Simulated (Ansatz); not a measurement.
**Is this In2Ga3As3 structure a true minimum?**

The structure comes from a proposed guess, relaxed at this level; another structure or a mixture of phases may lie lower.

All numbers below come from DFT PBE, scalar-relativistic, plane waves, PAW in Ansatz 0.2.0. Settings: cutoff 420 eV, Γ-centred mesh 8×8×4 on the computed 8-atom cell, Gaussian smearing of 0.10 eV; no spin polarisation.

The cell below (8 atoms, space group P-4m2 (No. 115)) is relaxed within its symmetry.

```xyz
8
Lattice="4.1676 0.0000 0.0000 0.0000 4.1676 0.0000 0.0000 0.0000 12.5452" Properties=species:S:1:pos:R:3 pbc="T T T"
In    2.0838    0.0000   10.9215
In    0.0000    2.0838    1.6237
Ga    0.0000    2.0838    7.8633
Ga    2.0838    0.0000    4.6820
Ga    0.0000    0.0000    6.2726
As    2.0838    2.0838    9.2682
As    2.0838    2.0838    3.2771
As    0.0000    0.0000    0.0000
```

For the test it was strained at random (σ = 1.5 % a component), the atoms were moved at random (σ = 0.15 Å), and all was relaxed again on a coarse 6×6×2 mesh (in the run’s order of axes) with 0.20 eV smearing, with no symmetry imposed.

Task: What happens?

Result: It returns, within 2 meV/atom of the unmoved cell on that mesh and with the same symmetry when read at 0.1 Å. So it is stable against the distortions that fit this cell and that this random move excites. Modes that don't fit the cell aren't tested.
